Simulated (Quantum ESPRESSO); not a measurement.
pw.x input (Quantum ESPRESSO 7.5; PBEsol, PseudoDojo standard norm-conserving files, scalar-relativistic):

```
&CONTROL
  calculation = 'scf'
  pseudo_dir = './pseudo'
  outdir = './out'
  tprnfor = .true.
  tstress = .true.
/
&SYSTEM
  ibrav = 0
  nat = 10
  ntyp = 4
  ecutwfc = 96.0
  ecutrho = 384.0
  occupations = 'smearing'
  smearing = 'fd'
  degauss = 0.002
  nbnd = 51
/
&ELECTRONS
  conv_thr = 1e-09
/
ATOMIC_SPECIES
F 18.9984 F.upf
K 39.0983 K.upf
Co 58.9332 Co.upf
Cs 132.9055 Cs.upf
CELL_PARAMETERS angstrom
  0.000000000000   4.518725000000   4.518725000000
  4.518725000000   0.000000000000   4.518725000000
  4.518725000000   4.518725000000   0.000000000000
ATOMIC_POSITIONS crystal
F   0.209000000000   0.791000000000   0.209000000000
F   0.791000000000   0.209000000000   0.791000000000
F   0.209000000000   0.791000000000   0.791000000000
F   0.791000000000   0.209000000000   0.209000000000
F   0.209000000000   0.209000000000   0.791000000000
F   0.791000000000   0.791000000000   0.209000000000
K   0.500000000000   0.500000000000   0.500000000000
Co   0.000000000000   0.000000000000   0.000000000000
Cs   0.250000000000   0.250000000000   0.250000000000
Cs   0.750000000000   0.750000000000   0.750000000000
K_POINTS automatic
6 6 6 0 0 0
```

End of the output:

```
     total energy              =    -754.62631788 Ry
     estimated scf accuracy    <       0.00001421 Ry
     total energy              =    -754.62632241 Ry
     estimated scf accuracy    <       0.00000022 Ry
     total energy              =    -754.62632269 Ry
     estimated scf accuracy    <       0.00000003 Ry
[...]
     the Fermi energy is     5.6018 ev
!    total energy              =    -754.62632269 Ry
     estimated scf accuracy    <          4.6E-10 Ry
     smearing contrib. (-TS)   =      -0.00000000 Ry
     internal energy E=F+TS    =    -754.62632269 Ry
     The total energy is F=E-TS. E is the sum of the following terms:
     one-electron contribution =    -531.28836988 Ry
     hartree contribution      =     309.10268558 Ry
     xc contribution           =    -160.71685433 Ry
     ewald contribution        =    -371.72378405 Ry
     convergence has been achieved in  10 iterations
     Forces acting on atoms (cartesian axes, Ry/au):
     atom    1 type  1   force =     0.00000000   -0.01637969   -0.00000000
     atom    2 type  1   force =     0.00000000    0.01637969    0.00000000
     atom    3 type  1   force =     0.01637969    0.00000000    0.00000000
     atom    4 type  1   force =    -0.01637969    0.00000000    0.00000000
     atom    5 type  1   force =     0.00000000    0.00000000   -0.01637969
     atom    6 type  1   force =     0.00000000    0.00000000    0.01637969
     atom    7 type  2   force =     0.00000000    0.00000000   -0.00000000
     atom    8 type  3   force =    -0.00000000    0.00000000    0.00000000
     atom    9 type  4   force =     0.00000000    0.00000000    0.00000000
     atom   10 type  4   force =    -0.00000000    0.00000000    0.00000000
     Total force =     0.040122     Total SCF correction =     0.000016
     Computing stress (Cartesian axis) and pressure
          total   stress  (Ry/bohr**3)                   (kbar)     P=      -34.73
  -0.00023608  -0.00000000  -0.00000000          -34.73       -0.00       -0.00
  -0.00000000  -0.00023608  -0.00000000           -0.00      -34.73       -0.00
  -0.00000000  -0.00000000  -0.00023608           -0.00       -0.00      -34.73
```
In a gapped system the printed Fermi energy is only some level inside the gap.

Geometry of the Materials Project entry, not relaxed at this level.

The runs are not spin-polarised; magnetic order was not tried.
